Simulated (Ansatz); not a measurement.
**Run record: elastic constants by finite strains of ScZn (Pm-3m)**

Computed with PBEsol, PAW on Ansatz 0.2.0's default frozen-core files (fitted under PBE), scalar-relativistic; not a measurement.

The cell comes from a PAW relaxation under the same functional.

Command line:

```sh
ansatz run input.yaml --threads 1 --pin off --max-ram 2560MiB --backend cpu --events-out ev --progress --plain --runs-dir out
```

Input:

```yaml
crystal:
  lattice:
    - [3.3013801843, 0.0, 0.0]
    - [0.0, 3.3013801843, 0.0]
    - [0.0, 0.0, 3.3013801843]
  atoms:
    - { symbol: Sc, position: [0.0, 0.0, 0.0] }
    - { symbol: Zn, position: [0.5, 0.5, 0.5] }
kpoints:
  mp_grid: { grid: [14, 14, 14] }
scf:
  occupations: { method: fermi_dirac, width: 0.05 }
hamiltonian:
  xc: pbesol
  pseudopotentials: { kind: paw }
elastic:
  mode: relaxed_ion
  stencil: two_point
  amplitude: 0.008
```

Output (shortened where marked):

```
Warning: RAYON_NUM_THREADS=1 ignored (pool sized by the plan → 1); use --threads N
Engine: ansatz 0.2.0, x86_64-unknown-linux-gnu
Pseudopotentials: kind: paw
Pseudopotential: Sc, paw, valence charge 11, recommended cutoff 420 eV (normal), Sc.paw.azcp
Pseudopotential: Zn, paw, valence charge 12, recommended cutoff 420 eV (normal), Zn.paw.azcp
Functional definition: PBEsol
  exchange = pbesol_x
  correlation = pbesol_c
Crystal: 2 atoms, lattice volume = 35.982 Å³
Basis set: ecut = 420 eV, 739 PW (Γ), exchange–correlation on 48×48×48 points (8 copies of the dense FFT grid, shifted against one another)
Bands: 16, of which v1, the nominal top of the filled ones, is band 12 counted from 1 (11 counted from 0)
Symmetry: 48 space group operations
Space group: Pm-3m (ITA 221), of the structure as read, at distance tolerance 3.3e-5 Å
k-points: 120 of 2744
Non-local potential: Sc, projectors of the file, l = 0: 3, l = 1: 2, l = 2: 3, l = 3: 1
Non-local potential: Zn, projectors of the file, l = 0: 2, l = 1: 2, l = 2: 3, l = 3: 1
PAW form: soft (Blöchl's): semilocal exchange-correlation on the pseudo side does not see the compensation charge
PAW frozen core: Sc, regenerated for the run's functional, and the local potential with it (the file was generated under x = pbe(κ = 0.804, μ = 0.2195149727645171), c = pbe(β = 0.06672455060314922))
PAW frozen core: Zn, regenerated for the run's functional, and the local potential with it (the file was generated under x = pbe(κ = 0.804, μ = 0.2195149727645171), c = pbe(β = 0.06672455060314922))
PAW one-centre angular grid: Sc, 590 points (default); XC on 64 Gauss nodes
PAW one-centre angular grid: Zn, 590 points (default); XC on 64 Gauss nodes
Initial density: superposition of atomic densities (neutral atoms: chi_scale 0, normalization atom), corrected by the library's trained network
Initial wavefunctions: pseudopotential atomic-orbital guess
Functional: x = pbesol(κ = 0.804, μ = 0.12345679012345678), c = pbesol(β = 0.046)
[... 82 lines left out ...]
  E_vpaw       = -501.561990  (= ΣTr[D̂ρ^β])
  E_aug_tail   = -0.000345  (compensation charges beyond the density's cutoff)
  E_ewald      = -2101.458265
  E_core_change = 0.926380  (= ΣΔE_core)
  E_smearing   = -0.016097  (= −TS)
  E_closure    = 0.000000  (closes the sum)
  Σ components = -5393.055330   (vs F -5393.055330, Δ=0.00e0)
--- Forces (eV/Å), atoms counted from 1 ---
  atom   1  Sc    -0.00000000     0.00000000     0.00000000
  atom   2  Zn    -0.00000000     0.00000000     0.00000000
  max |Σ_I F_I| component: 2.30e-30 eV/Å
--- Stress (GPa, compression-positive) ---
       -0.013082      -0.000000      -0.000000
        0.000000      -0.013082       0.000000
        0.000000       0.000000      -0.013082
  P = ⅓ Tr σ = -0.0131 GPa (-0.131 kbar)
--- Elastic constants: 2 strain directions × 2 members + reference (group order 48) ---
  dense FFT box of the reference and of every strained cell: 24×24×24
  strains applied: 11, 23; error gains: componentwise 1.00 (the most a stress slope's error grows in a printed constant), spectral 1.73 (1 for all six strains in a standard setting)
  C = ∂σ_k/∂η_j (tension-positive GPa; Voigt order 11 22 33 23 13 12):
       119.135     65.668     65.668     -0.000     -0.000     -0.000
        65.668    119.135     65.668     -0.000     -0.000     -0.000
        65.668     65.668    119.135     -0.000     -0.000     -0.000
         0.000     -0.000     -0.000     73.927      0.000      0.000
         0.000      0.000     -0.000      0.000     73.927     -0.000
         0.000     -0.000      0.000      0.000      0.000     73.927
  reference stress σ⁰ (GPa):      0.013      0.013      0.013     -0.000      0.000      0.000
  C* (energy form; C + prestress term) asymmetry max|C*_kj − C*_jk| = 4.263e-14 GPa — a small one proves nothing (zero by symmetry where the batch's group is 432, −43m or m−3m); a large one is finite-difference/SCF noise where ...
  moduli (Voigt/Reuss/Hill, GPa): K = 83.49/83.49/83.49   G = 55.05/43.33/49.19   E = 123.35   ν = 0.254
  mechanically stable: yes (min eigenvalue of sym C = 53.47 GPa)
  strain η (Voigt 11):  stress-route row diagonal C_11 = 119.13 GPa, energy-path curvature d²(F+E_count+ΔE)/dδ²/Ω₀ = 119.18 GPa
         δ    σ_11 (GPa)             F (eV)   n_scf  n_hpsi   n_pw
    -8.000e-3      -0.9661       -5393.0544803       9   94685    739   relax 0 steps, max|allowed force component| 1.58e-30 eV/Å
     8.000e-3       0.9400       -5393.0544653       8   83980    739   relax 0 steps, max|allowed force component| 1.87e-30 eV/Å
  strain η (Voigt 23):  stress-route row diagonal C_44 = 73.93 GPa, energy-path curvature d²(F+E_count+ΔE)/dδ²/Ω₀ = 73.98 GPa
         δ    σ_23 (GPa)             F (eV)   n_scf  n_hpsi   n_pw
    -8.000e-3      -0.5914       -5393.0547993       8  146279    739   relax 0 steps, max|allowed force component| 6.71e-30 eV/Å
     8.000e-3       0.5914       -5393.0547993       8  133850    739   relax 0 steps, max|allowed force component| 3.35e-30 eV/Å
```

The calculation finished and met its thresholds.

**Elastic moduli**

Elastic constants of a crystal by Kohn-Sham DFT: slopes of the stress over finite engineering strains of the given cell, Voigt indices, Cartesian axes as in the input; Hill averages of a grain aggregate, Debye temperature from the mean sound speed over directions.

- Bulk modulus: 83.49 GPa
- Shear modulus: 49.19 GPa
- Young modulus: 123.3 GPa
- Poisson ratio: 0.2538
- Bulk over shear modulus: 1.697
- Elastic anisotropy index: 1.352
- Least young modulus: 72.47 GPa
- Largest young modulus: 171.2 GPa
- Longitudinal sound speed: 5411 m/s
- Transverse sound speed: 3108 m/s
- Elastic debye temperature: 384.5 K
- Linear compressibility (x, y, z): 3.993, 3.993, 3.993 1/TPa
- Zener ratio: 2.765
- Cauchy pressure: -8.26 GPa

### Elastic constants

- Pressure at rest: -0.013 GPa
- Least elastic eigenvalue: 53.47 GPa
- Elastically stable: yes

| index | elastic (GPa) |
| --- | --- |
| 11 | 119.1 |
| 12 | 65.67 |
| 44 | 73.93 |

Strained cells:

Stress of each strained cell less that at rest, tension positive.

| strain component | strain | stress xx (GPa) | stress yy (GPa) | stress zz (GPa) | stress yz (GPa) | stress xz (GPa) | stress xy (GPa) | relaxation steps |
| --- | --- | --- | --- | --- | --- | --- | --- | --- |
| xx | -0.008 | -0.9792 | -0.5343 | -0.5343 | 0 | 0 | 0 | 0 |
| xx | 0.008 | 0.9269 | 0.5164 | 0.5164 | 0 | 0 | 0 | 0 |
| yz | -0.008 | -0.0066 | -0.0048 | -0.0048 | -0.5914 | 0 | 0 | 0 |
| yz | 0.008 | -0.0066 | -0.0048 | -0.0048 | 0.5914 | 0 | 0 | 0 |

Known limits: frozen-core PAW files fitted under PBE, their cores solved anew for the functional of the run; responses of metals move with mesh and smearing.

It took 28 s on 1 thread of Intel(R) Xeon(R) 6975P-C (Granite Rapids), with other jobs on the host, peak memory 0.58 GiB.
